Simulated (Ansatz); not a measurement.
C (space group R-3m)

```
C
1.0
    1.22244     0.70578    18.03764
   -1.22244     0.70578    18.03764
    0.00000    -1.41156    18.03764
C
8
Direct
  0.03074   0.03074   0.03074
  0.96926   0.96926   0.96926
  0.90808   0.90808   0.90808
  0.09192   0.09192   0.09192
  0.75860   0.75860   0.75860
  0.24140   0.24140   0.24140
  0.36407   0.36407   0.36407
  0.63593   0.63593   0.63593
```

The slice is a (0001) plane (indices of the conventional cell) through the point (0.364, 0.364, 0.364) (fractional), spanned by u = [1 0 -1] and v = [-1 2 -1] in vectors of this cell: u (2.44 Å) and v (4.23 Å, at 90° to u). It covers one period; positions are fractions (u, v).

All values below come from LDA (plane waves to 420 eV, PAW, scalar-relativistic; Ansatz, a quantum-chemistry and plane-wave program). k mesh 15×15×15. Inside the PAW spheres the values are not all-electron values, and peaks at nuclei hang on which shells count as valence. C was relaxed with its symmetry unable to fall. This is one of several known forms of C; the measured ambient cells at hand have space group No. 194 or 225 or 227.

Task: What is the ELF at the midpoint of the shortest C–C line in this plane (1.41 Å)?

Result: 0.9.

Task: The ELF has a maximum in the middle third of the C–C line. Where, and how high?

Result: 0.94, 0.7 Å from C.

Task: What is the valence density on the shortest C–C line in this plane (1.41 Å), at its midpoint?

Result: 2.06 e/Å³.

Task: Sketch the electron localisation function (ELF) on this plane as a map.

Result: 
```tsv
v \ u	0.00	0.12	0.25	0.38	0.50	0.62	0.75	0.88
0.86	0.56	0.80	0.89	0.47	x	0.47	0.89	0.80
0.71	0.06	0.17	0.52	0.80	0.88	0.80	0.52	0.17
0.57	0.20	0.36	0.55	0.51	0.41	0.51	0.55	0.36
0.43	0.42	0.81	0.94	0.74	0.24	0.74	0.94	0.81
0.29	x	0.36	0.62	0.50	0.32	0.50	0.62	0.36
0.14	0.93	0.86	0.53	0.13	0.04	0.13	0.53	0.86
0.00	x	0.33	0.82	0.74	0.53	0.74	0.82	0.33
```

Values: electron localisation function (ELF). Points within 0.3 Å of a nucleus are blanked (x), as the pseudised field means little there.
